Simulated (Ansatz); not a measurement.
Cu (fcc, Cu type)

```
Cu
1.0
    0.00000     1.81440     1.81440
    1.81440     0.00000     1.81440
    1.81440     1.81440     0.00000
Cu
1
Direct
  0.00000   0.00000   0.00000
```

The slice is a {111} plane (indices of the conventional cell) through the point (0.000, 0.000, 0.000) (fractional), spanned by u = [100] and v = [-1 2 0] in vectors of this cell: u (2.57 Å) and v (4.44 Å, at 90° to u). It covers one period; positions are fractions (u, v).

Method: PBE (plane waves to 420 eV, PAW, scalar-relativistic; Ansatz, a first-principles code). k mesh 22×22×22. These are valence fields of a PAW run, semicore shells included where kept as valence: close to a nucleus they are smooth pseudo fields. Cu is run without spin polarisation. Cu was relaxed with its symmetry unable to fall. The PAW data are Ansatz's earlier set.

### Question
What is the ELF at the midpoint of the shortest Cu–Cu line in this plane (2.57 Å)?

### Answer
0.22.

### Question
What is the valence density on the shortest Cu–Cu line in this plane (2.57 Å), at its midpoint?

### Answer
0.27 e/Å³.

### Question
Sketch the electrostatic potential energy of an electron, from the cell's mean on this plane as a map.

### Answer
```
|xxxxxxxxxxxx--**--xxxxxxxxxx|
|xxxxxxxxxxxx++##++xxxxxxxxxx|
|xxxxxxxxxx::##@@##::xxxxxxxx|
|xxxxxxxx  ++@@@@@@++  xxxxxx|
|xxxxxx..==##%%%%%%##++..xxxx|
|--====++++====--====++++====|
|%%%%##==..xxxxxxxxxx..++##%%|
|@@@@++  xxxxxxxxxxxxxx  ++@@|
|@@##::xxxxxxxxxxxxxxxxxx::##|
|##++xxxxxxxxxxxxxxxxxxxxxx++|
|**--xxxxxxxxxxxxxxxxxxxxxx--|
|++::xxxxxxxxxxxxxxxxxxxxxx::|
|**--xxxxxxxxxxxxxxxxxxxxxx--|
|##++xxxxxxxxxxxxxxxxxxxxxx++|
|@@##::xxxxxxxxxxxxxxxxxx::##|
|@@@@++  xxxxxxxxxxxxxx  ++@@|
|%%%%##++..xxxxxxxxxx..==##%%|
|--====++++====--====++++====|
|xxxxxx..++##%%%%%%##==..xxxx|
|xxxxxxxx  ++@@@@@@++  xxxxxx|
|xxxxxxxxxx::##@@##::xxxxxxxx|
|xxxxxxxxxxxx++##++xxxxxxxxxx|
|xxxxxxxxxxxx--**--xxxxxxxxxx|
|xxxxxxxxxxxx::++::xxxxxxxxxx|
```
Scale: ten equal steps from 6.55 (start of ' ') to 10.65 (end of '@'), in the order ' .:-=+*#%@'. Values: electrostatic potential energy of an electron, from the cell's mean, in eV. The map has 14 points along u (two characters each, u = 0 at the left) and 24 along v (v = 0 in the bottom row). Points within 1 Å of a nucleus are blanked (x), as the pseudised field means little there. The zero, the cell's mean, hangs on the PAW cores.
